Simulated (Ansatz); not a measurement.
**Zn$_{4}$SO$_{3}$ (P-43m) at 2 levels of theory**

One geometry, relaxed with PBE; plane waves with PAW potentials in Ansatz, scalar-relativistic. No spin polarisation. Gaps are the least over mesh and band path; pressure is positive in compression.

```cif
data_structure
_symmetry_space_group_name_H-M 'P-43m'
_symmetry_Int_Tables_number 215
_cell_length_a 4.8208
_cell_length_b 4.8208
_cell_length_c 4.8208
_cell_angle_alpha 90.000
_cell_angle_beta 90.000
_cell_angle_gamma 90.000
_cell_volume 112.03
loop_
_atom_site_label
_atom_site_type_symbol
_atom_site_symmetry_multiplicity
_atom_site_Wyckoff_symbol
_atom_site_fract_x
_atom_site_fract_y
_atom_site_fract_z
_atom_site_occupancy
Zn1 Zn 4 e 0.77061 0.77061 0.77061 1
S1 S 1 b 0.50000 0.50000 0.50000 1
O1 O 3 d 0.00000 0.00000 0.50000 1
```

```csv
level,cutoff (eV),k mesh,gap (eV),pressure (GPa)
PBE,420,8×8×8,0.43,0.0
```

Task: What comes out on the same cell with PBEsol?

Result:
| level | cutoff (eV) | k mesh | gap (eV) | pressure (GPa) |
| --- | --- | --- | --- | --- |
| PBEsol | 420 | 8×8×8 | 0.33 | -5.1 |

The structure comes from a generated guess; another structure or a mixture of phases may lie lower.
